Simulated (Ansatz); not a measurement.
K (bcc (W type)), relaxed with PBEsol (Ansatz, an electronic-structure program, plane waves, PAW): a = b = c = 5.2126 Å, α = β = γ = 90.00°.

B₀ by P(V) fit (GPa): 3.7
K_Hill (GPa): 3.7
G_Hill (GPa): 1.3
Θ_D (K): 95.7

Q: The same phase is relaxed and computed with PBE+D3(BJ) in the same code. What are the cell and these values now?

A: a = b = c = 5.1608 Å, α = β = γ = 90.00°.

* **B₀ by P(V) fit (GPa)**: 4.2
* **K_Hill (GPa)**: 4.2
* **G_Hill (GPa)**: 1.5
* **Θ_D (K)**: 102

All cells were relaxed under the symmetry of their starts (and spin orders); stability against distortions was not tested throughout.

Potentials: the later of the program's two PAW sets.

Ansatz is a plane-wave DFT program.
